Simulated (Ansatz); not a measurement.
**Question.** Name crystals whose computed values (the program Ansatz at the r²SCAN level (PAW)) fall in these windows: HSE06 gap (eV) 0.93 to 1.2; B₀ by P(V) fit (GPa) 43 to 54; electron conductivity mass (mₑ) 0.28 to 0.38.

**Answer.** 

```csv
crystal,HSE06 gap (eV),B₀ by P(V) fit (GPa),electron conductivity mass (mₑ)
"SrP, P-62m (Sr on 3g, Sr on 3f, P on 4h, P on 2e)",1.13,47.7,0.31
```
Others may fit too.

Standing as an ambient phase not checked: SrP, P-62m (Sr on 3g, Sr on 3f, P on 4h, P on 2e). The cell was relaxed under the symmetry of its start. Spin–orbit coupling is left out wherever it is not named.

Potentials: the later of the program's two PAW sets.
